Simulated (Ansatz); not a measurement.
Values for one crystal, relaxed and computed with PBE (plane waves, PAW; program Ansatz); other levels are named.

| Property | Result |
|---|---|
| Volume per atom | 22.02 Å³ |
| Band gap | 0.33 eV (direct) |
| Hole effective mass, band 1 of 2 at the edge | 2.2 along x, 0.26 along z (mₑ) |
| Electron effective mass | 0.18, 0.18, 1.4 mₑ (principal values) |
| Conduction-band minimum | at Γ |
| Hole effective mass, band 2 of 2 at the edge | 0.055 along x, 0.26 along z (mₑ) |
| Valence-band maximum | at Γ |

Problem. Which of these materials gives this?
A. SiGe, I-4m2 (Pearson symbol tI20)
B. SiO2, rutile
C. SiC, zinc blende
D. SiRu, P2_13 (Si on 4a, Ru on 4a)

Solution. A, SiGe, I-4m2 (Pearson symbol tI20)

The start of the workflow was typed in or built on a structure type; neither database checked (COD, Materials Project) lists it. Its standing as an ambient phase is unchecked. The cell was relaxed with PBE under the symmetry of its start; whether a distortion lowers the energy is not shown. Scalar-relativistic: spin–orbit coupling is off unless named, which matters more the heavier the elements.

Potentials: the earlier of the program's two PAW sets.
